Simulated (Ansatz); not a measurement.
CdHgSe₂ in space group P-4m2 (No. 115; Cd on 1c, Hg on 1a, Se on 2g) under volume change, PBEsol (plane waves, PAW; program Ansatz), shape and atoms relaxed at each volume.

| V (Å³/atom) | E − E(relaxed) (meV/atom) | P (GPa) |
|---|---|---|
| 25.914 | 44.8 | 6.13 |
| 26.768 | 18.7 | 3.72 |
| 27.622 | 4.4 | 1.70 |
| 28.476 | 0.0 | 0.00 |
| 29.331 | 3.9 | -1.42 |
| 30.185 | 14.7 | -2.61 |
| 31.039 | 31.4 | -3.61 |

### Question
What does a third-order Birch–Murnaghan fit give for V₀, B₀ and B′?

### Answer
V₀ = 28.48 Å³/atom, B₀ = 51.7 GPa, B′ = 4.9.

The first step of the workflow began from a Materials Project structure, measured or hypothetical; the Crystallography Open Database copy checked does not list it. With Cd and Hg taken as one species the cell has the higher symmetry F-43m, so it may be an ordered model of a mixed-site phase. Its standing as an ambient phase is unchecked. The cell was relaxed with PBEsol under the symmetry of its start; of distortions, only those at the zone centre were tested. Scalar-relativistic: spin–orbit coupling is off unless named, which matters more the heavier the elements.

Potentials: the later of the program's two PAW sets.
